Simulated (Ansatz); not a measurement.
A generated cell, not matched to a known phase here, of NaYTl2F6: Fm-3m (No. 225), cF40; a = 8.8059 Å, b = 8.8059 Å, c = 8.8059 Å, α = 90.00°, β = 90.00°, γ = 90.00°; Na 4b (0.500, 0.500, 0.500); Y 4a (0.000, 0.000, 0.000); Tl 8c (0.250, 0.250, 0.250); F 24e (0.000, 0.000, 0.245). Method: r2SCAN (plane waves to 500 eV, PAW, scalar-relativistic; Ansatz, a first-principles code). Element references, the lowest calculated here: Tl (P6₃/mmc), Na (P6₃/mmc, not the ambient form), Y (P6₃/mmc), F (R-3m, a generated molecular cell); gases are represented by their molecular solids.

Total energies (eV/atom, σ → 0; comparable only within this code, potentials and settings):

```
phase             E (eV/atom)
----------------  -----------
NaYTl2F6 (Fm-3m)    -3313.785
Tl (P6₃/mmc)       -11458.585
Na (P6₃/mmc)        -1488.615
Y (P6₃/mmc)         -3859.707
F (R-3m)             -806.898
TlF3 (Pnma)         -3471.794
NaF (Fm-3m)         -1150.686
TlF (Pbcm)          -6134.603
```

Q: What is the formation energy of this Fm-3m form of NaYTl2F6 from the elements?

A: E_f = -3313.785 − [1 × (-1488.615) + 1 × (-3859.707) + 2 × (-11458.585) + 6 × (-806.898)] / 10 = -3.10 eV/atom (-31.0 eV per formula unit).

A lower structure of this composition may exist.

Static energies, no anion corrections, no zero-point energy. Values are rounded to 0.01 eV/atom. Not shown to be the ambient phase of their composition (a lower form may be missing, and a cell relaxed within its start's symmetry can be a saddle point): NaYTl2F6 (Fm-3m). Spin-orbit coupling is missing from these energies, which matters for elements this heavy. The compounds carry no spin polarisation.
